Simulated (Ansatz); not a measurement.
Ansatz (a program for electronic structure) input:

Ansatz 0.2 input:
```yaml
crystal:
  lattice:
    - [0.0, 4.2535755644, 4.2535755644]
    - [4.2535755644, 0.0, 4.2535755644]
    - [4.2535755644, 4.2535755644, 0.0]
  atoms:
    - { symbol: Rb, position: [0.75, 0.75, 0.75] }
    - { symbol: Rb, position: [0.25, 0.25, 0.25] }
    - { symbol: H, position: [0.8071248891, 0.8071248891, 0.1928751109] }
    - { symbol: H, position: [0.1928751109, 0.1928751109, 0.8071248891] }
    - { symbol: H, position: [0.1928751109, 0.8071248891, 0.8071248891] }
    - { symbol: H, position: [0.8071248891, 0.1928751109, 0.1928751109] }
    - { symbol: H, position: [0.8071248891, 0.1928751109, 0.8071248891] }
    - { symbol: H, position: [0.1928751109, 0.8071248891, 0.1928751109] }
    - { symbol: Pt, position: [0.0, 0.0, 0.0] }
kpoints:
  mp_grid: { grid: [5, 5, 5] }
  band_path:
    path:
      - [[0.0, 0.0, 0.0], [0.5, 0.0, 0.5], [0.625, 0.25, 0.625]]  # Γ-X-U
      - [[0.375, 0.375, 0.75], [0.0, 0.0, 0.0], [0.5, 0.5, 0.5], [0.5, 0.25, 0.75], [0.5, 0.0, 0.5]]  # K-Γ-L-W-X
      - [VBM, CBM]
    npoints: 12
hamiltonian:
  xc: r2scan
  pseudopotentials: { kind: paw }
magnetization: { noncollinear: true, spin_orbit: true }
scf:
  n_extra_bands: 18
  convergence: { dr2_threshold: 0.0000000001 }
  occupations: { method: gaussian, width: 0.01 }
checkpoint: { write: soc.run }
output: { eigenvalues: true }
```

Output (shortened):

```
Pseudopotential: Rb, paw_fr, valence charge 9
Pseudopotential: H, paw_fr, valence charge 1
Pseudopotential: Pt, paw_fr, valence charge 18
Functional definition: r2SCAN
non-collinear run that drives no moment, with spin-orbit …
Crystal: 9 atoms, lattice volume = 153.919 Å³
Basis set: ecut = 500 eV, 3839 PW (Γ), exchange–correlation on 180×180×180 points (64 copies of the dense FFT grid, shifted against one another)
Bands: 60, of which v1, the nominal top of the filled ones, is band 42 counted from 1 (41 counted from 0)
Symmetry: 48 space group operations + 48 with time reversal
k-points: 10 of 125
Projection manifold: j_resolved (fully-relativistic pseudo-atomic orbitals)
SCF iter   1: F=—  HF=-19167.984246 eV  |F-HF|=—  |Δ(HF+E_count)|=         —  Δρ=1.33e-1  dr2=3.94e1  dr2_τ=4.62e-1  dr2_m=0.00e0 (ungated)  ethr=3.10e-3  |M|=0.00e0 ∫|m|=0.00e0 μB  |m|>n=0.0e0 m-floor=0.0e0 τ_xc=0.0e0  β_m=0.30  ⟨swp⟩=9.1  Hψ=1642  notcnv=0  defer=34
preconditioner: auto → Resta (q_TF=auto, 2.197 Å⁻¹)
spin=Noncollinear: Resta preconditioning applied to the charge; magnetization (m_x, m_y, m_z) channels mix plain (no charge-response kernel on spin).
SCF iter   2: F=—  HF=-19160.090172 eV  |F-HF|=—  |Δ(HF+E_count)|=    7.89e0  Δρ=4.23e-2  dr2=2.16e0  dr2_τ=2.89e-1  dr2_m=0.00e0 (ungated)  ethr=3.10e-3  |M|=0.00e0 ∫|m|=0.00e0 μB  |m|>n=0.0e0 m-floor=0.0e0 τ_xc=0.0e0  β_m=0.34  ⟨swp⟩=4.0  Hψ=719  notcnv=0  defer=122
SCF iter   3: F=—  HF=-19159.814556 eV  |F-HF|=—  |Δ(HF+E_count)|=   2.76e-1  Δρ=2.12e-2  dr2=5.17e-1  dr2_τ=5.43e-3  dr2_m=0.00e0 (ungated)  ethr=3.10e-3  |M|=0.00e0 ∫|m|=0.00e0 μB  |m|>n=0.0e0 m-floor=0.0e0 τ_xc=0.0e0  β_m=0.66  ⟨swp⟩=2.5  Hψ=475  notcnv=0  defer=122
SCF iter   4: F=—  HF=-19159.803647 eV  |F-HF|=—  |Δ(HF+E_count)|=   1.09e-2  Δρ=3.24e-3  dr2=4.40e-2  dr2_τ=5.99e-4  dr2_m=0.00e0 (ungated)  ethr=1.23e-3  |M|=0.00e0 ∫|m|=0.00e0 μB  |m|>n=0.0e0 m-floor=0.0e0 τ_xc=0.0e0  β_m=0.72  ⟨swp⟩=2.0  Hψ=354  notcnv=0  defer=122
SCF iter   5: F=—  HF=-19159.800686 eV  |F-HF|=—  |Δ(HF+E_count)|=   2.96e-3  Δρ=1.02e-3  dr2=2.59e-3  dr2_τ=1.62e-5  dr2_m=0.00e0 (ungated)  ethr=1.05e-4  |M|=0.00e0 ∫|m|=0.00e0 μB  |m|>n=0.0e0 m-floor=0.0e0 τ_xc=0.0e0  β_m=0.86  ⟨swp⟩=3.0  Hψ=380  notcnv=0  defer=122
SCF iter   6: F=—  HF=-19159.802693 eV  |F-HF|=—  |Δ(HF+E_count)|=   2.01e-3  Δρ=3.00e-4  dr2=2.03e-4  dr2_τ=4.09e-6  dr2_m=0.00e0 (ungated)  ethr=6.17e-6  |M|=0.00e0 ∫|m|=0.00e0 μB  |m|>n=0.0e0 m-floor=0.0e0 τ_xc=0.0e0  β_m=0.93  ⟨swp⟩=3.0  Hψ=497  notcnv=0  defer=122
SCF iter   7: F=—  HF=-19159.802760 eV  |F-HF|=—  |Δ(HF+E_count)|=   6.66e-5  Δρ=1.12e-4  dr2=3.84e-5  dr2_τ=4.06e-7  dr2_m=0.00e0 (ungated)  ethr=4.82e-7  |M|=0.00e0 ∫|m|=0.00e0 μB  |m|>n=0.0e0 m-floor=0.0e0 τ_xc=0.0e0  β_m=0.97  ⟨swp⟩=2.0  Hψ=301  notcnv=0  defer=122
SCF iter   8: F=—  HF=-19159.802768 eV  |F-HF|=—  |Δ(HF+E_count)|=   7.95e-6  Δρ=4.23e-5  dr2=5.70e-6  dr2_τ=3.02e-8  dr2_m=0.00e0 (ungated)  ethr=9.15e-8  |M|=0.00e0 ∫|m|=0.00e0 μB  |m|>n=0.0e0 m-floor=0.0e0 τ_xc=0.0e0  β_m=0.98  ⟨swp⟩=2.0  Hψ=302  notcnv=0  defer=122
SCF iter  11: F=-19159.802861 eV  HF=-19159.802861 eV  |F-HF|=6.18e-11  |Δ(HF+E_count)|=  8.08e-10  Δρ=9.45e-8  dr2=1.22e-11  dr2_τ=3.63e-13  dr2_m=0.00e0 (ungated)  ethr=1.00e-12  |M|=0.00e0 ∫|m|=0.00e0 μB  |m|>n=0.0e0 m-floor=0.0e0 τ_xc=0.0e0  ⟨swp⟩=13.9  Hψ=1649  notcnv=0
SCF 1 converged in 11 iterations: F = -19159.802861 eV  dr2 = 1.22e-11
NSCF: frozen V_eff on 16 k-points
NSCF: frozen V_eff on 16 k-points
NSCF: frozen V_eff on 16 k-points
NSCF: frozen V_eff on 14 k-points
NSCF: frozen V_eff on 6 k-points
NSCF: frozen V_eff on 3 k-points
NSCF: frozen V_eff on 3 k-points
NSCF: frozen V_eff on 3 k-points
NSCF: frozen V_eff on 87 k-points
SCF converged after 11 iterations
Magnetization: |M| = 0.0000 μB,  M = (+0.0000, +0.0000, +0.0000) μB
Absolute magnetization: 0.0000 μB (∫|m|)
  site 0: m = (+0.0000, +0.0000, +0.0000) μB, |m| = 0.0000 μB  (R = 1.26 Å)
  site 1: m = (+0.0000, +0.0000, +0.0000) μB, |m| = 0.0000 μB  (R = 1.26 Å)
  site 2: m = (+0.0000, +0.0000, +0.0000) μB, |m| = 0.0000 μB  (R = 0.68 Å)
  site 3: m = (+0.0000, +0.0000, +0.0000) μB, |m| = 0.0000 μB  (R = 0.68 Å)
  site 4: m = (+0.0000, +0.0000, +0.0000) μB, |m| = 0.0000 μB  (R = 0.68 Å)
  site 5: m = (+0.0000, +0.0000, +0.0000) μB, |m| = 0.0000 μB  (R = 0.68 Å)
  site 6: m = (+0.0000, +0.0000, +0.0000) μB, |m| = 0.0000 μB  (R = 0.68 Å)
  site 7: m = (+0.0000, +0.0000, +0.0000) μB, |m| = 0.0000 μB  (R = 0.68 Å)
  site 8: m = (+0.0000, +0.0000, +0.0000) μB, |m| = 0.0000 μB  (R = 0.68 Å)
Free energy (F): -19159.802861 eV
Harris-Foulkes:  -19159.802861 eV  (|F-HF|=6.18e-11)
Internal energy: -19159.802861 eV  (E = F + TS)
E sigma→0 (E₀):  -19159.802861 eV
Fermi energy:    3.730499 eV
--- Per-component energies (eV) ---
  E_band       = -696.045090
  E_kinetic    = 1104.608504
  E_local      = -4867.346490  (includes V_loc(G=0)·N_el)
  E_nonlocal   = 536.515631
  E_hartree    = 1788.561387
  E_xc         = -557.031858
  E_vxc        = -720.812519  (∫ρ·V_xc dr)
  E_paw        = -14708.892514  (= ΣΔE_a)
  E_vpaw       = -368.708815  (= ΣTr[D̂ρ^β])
  E_aug_tail   = -0.002545  (compensation charges beyond the density's cutoff)
  E_vtau       = 42.578368  (kinetic-family band-sum trace: ∫τ·v_τ [+ j·A + Jᵃ·Aᵃ] dr)
  E_ewald      = -2455.672477
  E_core_change = -0.542498  (= ΣΔE_core)
  E_smearing   =  0.000000  (= −TS)
  E_closure    = 0.000000  (closes the sum)
  Σ components = -19159.802861   (vs F -19159.802861, Δ=0.00e0)
  [band-id]    e_kinetic+e_local+e_nonlocal+2·e_hartree+e_vxc+e_vpaw+e_augmentation_tail+e_vtau = -696.045092   (vs E_band -696.045090, Δ=-1.93e-6)
--- Band table (eV; the first three rows and the last of 10) ---
  k-point 0: bands = ["-96.9500", "-96.9500", "-61.5230", "-61.5230", "-46.7012", "-46.7012", "-46.7012", "-46.7012", "-23.9322", "-23.9322", "-23.8913", "-23.8913", "-8.1642", "-8.1642", "-7.9886", "-7.9886", "-7.3179", "-7.3179", "-7.3179", "-7.3179", …
  k-point 1: bands = ["-96.9500", "-96.9500", "-61.5231", "-61.5231", "-46.7013", "-46.7013", "-46.7013", "-46.7013", "-23.9280", "-23.9280", "-23.8950", "-23.8950", "-8.1529", "-8.1529", "-8.0167", "-8.0167", "-7.3104", "-7.3104", "-7.3018", "-7.3018", …
  k-point 2: bands = ["-96.9500", "-96.9500", "-61.5231", "-61.5231", "-46.7013", "-46.7013", "-46.7013", "-46.7013", "-23.9175", "-23.9175", "-23.9049", "-23.9049", "-8.1237", "-8.1237", "-8.0729", "-8.0729", "-7.2973", "-7.2973", "-7.2564", "-7.2564", …
  k-point 9: bands = ["-96.9500", "-96.9500", "-61.5231", "-61.5231", "-46.7013", "-46.7013", "-46.7013", "-46.7013", "-23.9143", "-23.9143", "-23.9076", "-23.9076", "-8.1373", "-8.1373", "-8.1081", "-8.1081", "-7.3643", "-7.3643", "-7.3220", "-7.3220", …
```

Cost: very roughly 4 core-minutes on shared cores.

Space group Fm-3m. The workflow started from a Materials Project entry (that database holds measured and hypothetical structures alike); the Crystallography Open Database copy checked does not list it. Whether it is the stable phase at ambient conditions was not checked. Symmetry was held in the r²SCAN relaxation; its stability against distortions is not shown here. The run is not spin-polarised.

Potentials: the later of the program's two PAW sets.

Ansatz is a plane-wave DFT program.
